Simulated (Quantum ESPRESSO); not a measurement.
# Moving one atom in In2AlGaP4

Calculated results; nothing here was measured. They come from pw.x of Quantum ESPRESSO 7.5, a plane-wave density functional program, with PseudoDojo standard norm-conserving files (v0.5 for PBE, v0.4.1 for LDA and PBEsol). The cells are made up: elements, strain and atom displacements were drawn at random, and nothing was relaxed. There is no spin polarisation, spin-orbit coupling or dispersion term.

The cell has 8 sites of a zincblende or diamond lattice. Sites 1 to 4 hold In Al In Ga; sites 5 to 8 hold P P P P. Cell vectors in Å: (5.643, 0.052, 0.019); (0.052, 5.660, 0.011); (0.019, 0.011, 5.724). Settings: PBE, cutoff 1088 eV, 4 x 4 x 4 k mesh shifted by half a step, Fermi-Dirac smearing of 0.025 eV.

Each run shifts the In atom on site 1 along y and leaves all else fixed. Site 7 is one of its nearest neighbours. E is the free energy of the cell above the lowest run shown.

```
run,shift (Å),Fy on site 1 (eV/Å),Fy on site 7 (eV/Å),P (GPa),E (meV)
1,-0.1850,2.641,1.035,3.73,294.9
2,-0.1673,2.453,1.073,3.66,249.8
3,-0.0992,1.706,1.228,3.42,108.0
4,-0.0089,0.680,1.458,3.23,0.0
6,0.1368,-0.993,1.872,3.27,23.1
7,0.1627,-1.285,1.949,3.32,52.6
5,0.1146,?,?,?,?
```

A rerun of one of these cells at 1377 eV and k mesh 6 x 6 x 6 moved values by no more than 0.008 eV in the cell's energy, 0.02 GPa in stress and 0.002 eV/Å in force.

## Worked fit

A parabola through the six runs shown gives Fy on site 1 = 0.584 - 11.34 u - 1.1 u² eV/Å, with u in Å and a scatter of 0.008 eV/Å. Minus the slope, 11.34 ± 0.17 eV/Å², is this atom's force constant along y at u = 0, with its periodic images moving too. The fitted force vanishes at u = 0.051 Å, where the energy should be lowest along this line. The error is the larger of the fit's own and the change that a cubic makes, rounded up.

## Withheld run

Question: what Fy on site 1 should run 5 give?

The fit gives -0.730 eV/Å. The calculation gave -0.741 eV/Å.

```
run  shift (Å)  Fy on site 1 (eV/Å)  Fy on site 7 (eV/Å)  P (GPa)  E (meV)
  5     0.1146               -0.741                1.806     3.24      3.9
```